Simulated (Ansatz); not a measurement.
KHg2 (Imma): electronic heat capacity and spin susceptibility from the density of states

These are results of DFT PBEsol, scalar-relativistic, plane waves, PAW (Ansatz), not measurements.

Cutoff 420 eV; k points 8×8×8 on the computed 6-atom cell (Γ-centred); Gaussian smearing, width 0.10 eV; no spin polarisation.

Relaxed cell: Imma, a = 5.098 Å, b = 8.072 Å, c = 8.760 Å, α = 90.00°, β = 90.00°, γ = 90.00°, 6 atoms in the primitive cell. Whether it is the stable form of this composition wasn't checked.

The density of states at the Fermi level is 3.404 states/eV in the cell of 6 atoms (2 formula units; both spins, tetrahedra on a 12×12×12 mesh).

Q: What Sommerfeld coefficient and Pauli susceptibility does this give?

A: Per formula unit N(E_F) = 1.702 states/eV. γ = (π²/3) k_B² N(E_F) N_A = 2.357 mJ/(mol K²) per state/eV, so γ = 4.0 mJ/(mol K²), a mole of formula units. χ_P = μ_B² N(E_F) N_A = 3.23×10⁻⁵ emu/mol per state/eV gives 5.5×10⁻⁵ emu/mol. This is the bare band result: a measured γ of the same phase is as a rule larger by a factor 1 + λ from phonons and spin fluctuations, the spin part of χ is larger by the Stoner factor, and a measured χ also holds orbital and core terms. N(E_F) at one energy is sensitive to the mesh where the density of states has sharp peaks.

Spin-orbit coupling is left out, which matters for the bands of heavy elements.

Cost: 1 run of about 2.9 core-minutes, on Intel Xeon Platinum 8488C (Sapphire Rapids) (shared hosts).